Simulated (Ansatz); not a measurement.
TiGe:
```
TiGe
1.0
    5.50162     0.00000     0.00000
   -2.75081     4.76454     0.00000
    0.00000     0.00000     4.36073
Ti Ge
3 3
Direct
  0.50000   0.00000   0.00000
  0.50000   0.50000   0.00000
  0.00000   0.50000   0.00000
  0.00000   0.00000   0.00000
  0.33333   0.66667   0.50000
  0.66667   0.33333   0.50000
```

Relaxed with PBE. Special points in fractions of this cell's reciprocal vectors: Γ (0.000, 0.000, 0.000); M (0.500, 0.000, 0.000); K (0.333, 0.333, 0.000); A (0.000, 0.000, 0.500); L (0.500, 0.000, 0.500); H (0.333, 0.333, 0.500).

Question: List the band energies nearest the Fermi level at these points for PBE in the plane-wave PAW code Ansatz.

Answer: In eV from the Fermi level; about four levels below and three above (degenerate sets whole), none deeper than 8.9 eV; points with the same levels are listed once.

| k | below | above |
|---|---|---|
| Γ | -1.51 -1.51 -1.49 -0.46 -0.46 | 0.22 0.22 2.41 2.41 |
| M | -1.02 -0.98 -0.64 -0.18 | 0.28 1.00 1.21 |
| K | -0.74 -0.74 -0.68 -0.26 | 0.62 0.62 1.33 1.33 |
| A | -0.75 -0.50 -0.50 -0.18 | 0.18 1.61 1.61 |
| L | -2.44 -2.32 -1.87 -1.82 | 0.01 0.22 0.35 |
| H | -1.66 -1.66 -1.02 -1.02 -0.01 | 0.76 0.76 0.89 |

Space group P6/mmm. The cell is a constructed one: a structure type filled with these elements; neither database checked (COD, Materials Project) lists it. Its standing as an ambient phase is unchecked. The cell was relaxed with PBE under the symmetry of its start; its stability against distortions is not shown here. The run is not spin-polarised. Spin–orbit coupling is left out wherever it is not named.

Potentials: the later of the program's two PAW sets.
